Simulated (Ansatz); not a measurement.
TaAlO$_{4}$ (space group C2/m)

```xyz
12
Lattice="6.0772 -1.8910 0.0000 6.0772 1.8910 0.0000 -1.9657 0.0000 6.1477" Properties=species:S:1:pos:R:3 pbc="T T T"
Ta     0.8302     0.0000     1.4258
Ta     9.3585     0.0000     4.7220
Al     0.8289     0.0000     5.0442
Al     9.3598     0.0000     1.1035
O      7.4001     0.0000     1.2428
O      2.7886     0.0000     4.9049
O     -1.0025     0.0000     5.3177
O     11.1912     0.0000     0.8300
O      9.5050     0.0000     2.9193
O      0.6837     0.0000     3.2284
O      7.2803     0.0000     5.2728
O      2.9084     0.0000     0.8750
```

The slice is a (100) plane (indices of the conventional cell) through the point (0.201, 0.201, 0.821) (fractional), spanned by u = [1 -1 0] and v = [001] in vectors of this cell: u (3.78 Å) and v (6.45 Å, at 90° to u). It covers one period; positions are fractions (u, v).

These are PBEsol (plane waves to 420 eV, PAW, scalar-relativistic; Ansatz, a program for electronic structure) values and carry that method's errors. k mesh 7×7×5. Inside the PAW spheres the values are not all-electron values, and peaks at nuclei hang on which shells count as valence. Spin-orbit coupling is left out, though Ta is heavy. TaAlO4 is run without spin polarisation. TaAlO4 was relaxed with its symmetry unable to fall.

Three fields on this plane, each scaled to ten steps between its own extremes (0 low, 9 high; the total valence density on a logarithmic scale, the potential cut 8 eV below its top; x marks points blanked near nuclei; v = 0 in the bottom row):

Map A
```
|xxxx79xxxxx97xxx|
|xxx5679xxx9765xx|
|xx6556778776556x|
|8765445555544567|
|9876433333334678|
|xx8643211123468x|
|xx9753100013579x|
|xx8752100012578x|
|x986421000124689|
|8875421111124578|
|7664332222233466|
|6654334444433456|
|6654455666554456|
|6655567888765556|
|7765678xxx876567|
|8776679xxx976677|
|9876679xxx976678|
|99876789x9876789|
|xx9766788876679x|
|xx9765677765679x|
|xx8755555555578x|
|9986544555445689|
|8776555666555677|
|7665567787765566|
|xx55678xxx87655x|
|xxx678xxxxx876xx|
|xxxx89xxxxx98xxx|
|xxxx89xxxxx98xxx|
```

Map B
```
|xxxx13xxxxx31xxx|
|xxx0014xxx4100xx|
|xx0000134310000x|
|0000000010000000|
|1221000000000122|
|xx5310000000135x|
|xx8420000000248x|
|xx8420000000248x|
|x963100000001369|
|5532100000001235|
|3221000000000122|
|1100000111000001|
|0000002343200000|
|0000014797410000|
|0000025xxx520000|
|1100014xxx410001|
|2210001xxx100012|
|54200001x1000024|
|xx3100011100013x|
|xx4100001000014x|
|xx4100000000014x|
|8631000000000136|
|4320000000000023|
|2210001121100012|
|xx00002xxx20000x|
|xxx002xxxxx200xx|
|xxxx13xxxxx31xxx|
|xxxx13xxxxx31xxx|
```

Map C
```
|xxxx79xxxxx97xxx|
|xxx1479xxx9741xx|
|xx1113678763111x|
|7741012454210147|
|9863100111001368|
|xx8520000000258x|
|xx8630000000368x|
|xx8741000001478x|
|x986300000003689|
|8875100000001578|
|5542000000000245|
|1110001121100011|
|0000023555320000|
|1000136787631000|
|1100157xxx751001|
|1110158xxx851011|
|3321148xxx841123|
|77521279x9721257|
|xx7311478741137x|
|xx7411245421147x|
|xx7410011100147x|
|8763100010001367|
|7641001232100146|
|5421125676521124|
|xx11368xxx86311x|
|xxx268xxxxx862xx|
|xxxx89xxxxx98xxx|
|xxxx99xxxxx99xxx|
```

Question: Assign the maps to these fields: density of the highest valence band (whole band, smooth part); electron localisation function (ELF); valence electron density.

Answer: A is the valence electron density; B is the density of the highest valence band (whole band, smooth part); C is the electron localisation function (ELF).
